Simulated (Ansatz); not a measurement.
## CaCu₂S₂: reading a single point

```
Cu Ca S
1.0
     1.97823    3.42640    0.00000
    -1.97823    3.42640    0.00000
     0.00000    0.00000    6.55027
Cu Ca S
2 1 2
Cartesian
  -0.0002 2.2844 2.4661
  0.0002 4.5684 4.0842
  0.0000 0.0000 0.0000
  -0.0002 2.2844 4.8885
  0.0002 4.5684 1.6618
```

Level: PBE, no spin polarisation; 420 eV; 8×8×4 Γ-centred mesh; fermi-dirac occupations (width 0.1 eV); Ansatz 0.2.0, fixed geometry.

Stress: The pressure is -1.6 GPa (compression positive), so with the atoms held at these fractions the cell would first shrink.
Formation energy: -0.94 eV an atom against the elements' usual phases (free molecules for gases, crystals otherwise, with no correction for O₂ or N₂), so it is bound against them; other compounds may still compete. Relaxing would lower it.
Charges: Bader charges in e: Ca +1.43, Cu +0.42, S -1.13. In the mean Ca gives up most and S takes most.
Electronic structure: The gap is 1.03 eV, direct at the points sampled.

Origin: a database entry at a rescaled volume.

Run time, from a saved density: 37 s on 1 thread of Intel(R) Xeon(R) 6975P-C (Granite Rapids), with other jobs on the host, peak memory 0.54 GiB. The time holds forces, stress, Bader, DOS, bands, ELF.
